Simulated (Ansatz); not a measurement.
Space group P-6m2 (No. 187). a = 2.689 Å, b = 2.689 Å, c = 4.029 Å, α = 90.00°, β = 90.00°, γ = 120.00°
```
atom site symmetry x y z
  Mn    1a      -6m2  0.0000  0.0000  0.0000
  Ga    1d      -6m2  0.3333  0.6667  0.5000
```

Equation of state of this MnGa structure (not necessarily the ground state), with shape and atoms relaxed at each volume where symmetry leaves them free. It has no gap at any of these volumes. Method: DFT PBEsol, scalar-relativistic, plane waves, PAW (Ansatz).

Plane waves to 420 eV, a k mesh through Γ of 18×18×10 on the computed 2-atom cell and Gaussian smearing (0.10 eV); collinear spin.

```
V (Å³/atom) E − E(largest V) (meV/atom) P (GPa)
     11.098                        65.02    27.36
     11.476                        11.47    18.36
     11.855                       -22.65    10.95
     12.233                       -41.01     4.90
     12.611                       -46.49    -0.01
     12.990                       -41.62    -4.00
     13.368                       -28.22    -7.26
     13.872                         0.00    -9.40
```

Q: Fit a third-order Birch–Murnaghan equation to E(V).

A: V0 = 12.61 Å³/atom, B0 = 147 GPa, B0' = 6.0.

Only parallel moments were tried here.